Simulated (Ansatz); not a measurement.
PbSe (rock salt)

```
PbSe
1.0
    0.00000     3.08901     3.08901
    3.08901     0.00000     3.08901
    3.08901     3.08901     0.00000
Se Pb
1 1
Direct
  0.00000   0.00000   0.00000
  0.50000   0.50000   0.50000
```

The slice is a {111} plane (indices of the conventional cell) through the point (0.500, 0.500, 0.500) (fractional), spanned by u = [100] and v = [-1 2 0] in vectors of this cell: u (4.37 Å) and v (7.57 Å, at 90° to u). It covers one period; positions are fractions (u, v).

All values below come from r2SCAN (plane waves to 500 eV, PAW, scalar-relativistic; Ansatz, a quantum-chemistry and plane-wave program). k mesh 9×9×9. These are valence fields of a PAW run, semicore shells included where kept as valence: close to a nucleus they are smooth pseudo fields. PbSe was relaxed with its symmetry unable to fall. Spin-orbit coupling is left out, though Pb is heavy.

Question: Predict the map of the electrostatic potential energy of an electron, from the cell's mean on the slice.

Answer: 
```
|xxxxxxxx004477999999774400xxxxxx|
|xxxxxxxx005588999999885500xxxxxx|
|xxxxxx0033668899999988663300xxxx|
|00000033668899999999998866330000|
|33335566889999999999999988665533|
|77778888999999999999999999888877|
|99999999999999999999999999999999|
|99999999998888777777888899999999|
|99999999886655333333556688999999|
|99999988663300000000003366889999|
|999988663300xxxxxxxxxx0033668899|
|9999885500xxxxxxxxxxxxxx00558899|
|9999774400xxxxxxxxxxxxxx00447799|
|9999773300xxxxxxxxxxxxxx00337799|
|9999774400xxxxxxxxxxxxxx00447799|
|9999885500xxxxxxxxxxxxxx00558899|
|999988663300xxxxxxxxxx0033668899|
|99999988663300000000003366889999|
|99999999886655333333556688999999|
|99999999998888777777888899999999|
|99999999999999999999999999999999|
|77778888999999999999999999888877|
|33335566889999999999999988665533|
|00000033668899999999998866330000|
|xxxxxx0033668899999988663300xxxx|
|xxxxxxxx005588999999885500xxxxxx|
|xxxxxxxx004477999999774400xxxxxx|
|xxxxxxxx003377999999773300xxxxxx|
```
Scale: ten equal steps from -2.00 (start of '0') to 6.61 (end of '9'), in the order '0123456789'. Values: electrostatic potential energy of an electron, from the cell's mean, in eV. The map has 16 points along u (two characters each, u = 0 at the left) and 28 along v (v = 0 in the bottom row). Points within 1 Å of a nucleus are blanked (x), as the pseudised field means little there. Values under -2 eV are set to -2. The zero, the cell's mean, hangs on the PAW cores.
